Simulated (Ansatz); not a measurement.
Below is a relaxed structure of Bi3Te2S. The cell was found from a structure generator's guess, not taken from experiment.

Level of theory: Ansatz, DFT PBE, scalar-relativistic, plane waves, PAW. Cutoff 420 eV, Γ-centred mesh, Gaussian smearing, no spin polarisation.

```cif
data_structure
_symmetry_space_group_name_H-M 'P 1'
_symmetry_Int_Tables_number 1
_cell_length_a 6.9644
_cell_length_b 6.9644
_cell_length_c 4.3351
_cell_angle_alpha 90.000
_cell_angle_beta 90.000
_cell_angle_gamma 120.000
_cell_volume 182.10
loop_
_atom_site_label
_atom_site_type_symbol
_atom_site_fract_x
_atom_site_fract_y
_atom_site_fract_z
_atom_site_occupancy
Bi1 Bi 0.70742 0.00000 0.50000 1
Bi2 Bi 0.00000 0.70742 0.50000 1
Bi3 Bi 0.29258 0.29258 0.50000 1
Te1 Te 0.33333 0.66667 0.00000 1
Te2 Te 0.66667 0.33333 0.00000 1
S1 S 0.00000 0.00000 0.00000 1
```

The zero of energy is the elements' standard structures at the same level; no fitted shifts are applied.

Question: Find its symmetry and describe it.

Answer: P-62m (No. 189), with Te and S ordered on tungsten carbide sites. Conventional cell: a = 6.964 Å, c = 4.335 Å. Around Bi lie 2 S at 2.97 Å, 4 Te at 3.29 Å and 2 Bi at 3.53 Å; around Te lie 6 Bi at 3.29 Å; S has 6 Bi at 2.97 Å.

Question: How far does it lie from the elements in energy?

Answer: −0.03 eV/atom.

Question: Is it a metal?

Answer: Yes, bands cross the Fermi level on the 6×6×10 mesh.

The last run used a 6×6×10 mesh (in the run's order of axes) for its 6-atom cell and Gaussian smearing of 0.10 eV. The end has P31m (No. 157) at a tolerance of 0.01 Å; the cell shown is made exact in the group found at 0.05 Å. For metals, differences of a few meV/atom aren't resolved. These runs have no spin–orbit coupling, which can matter for Bi and Te. An odd number of electrons in the primitive cell allows no gap without spin; a larger cell or a magnetic state could open one. The cell is a metal run without spin; a magnetic state may lie lower. The reference forms of S and Te are held partly by dispersion forces, which this level lacks. A structure relaxed within its symmetry needn't be a true minimum. Another cell of Bi3Te2S relaxed alike, in P-3m1 (a Materials Project cell), lies 168 meV/atom lower, so this cell isn't the stable form at this level.
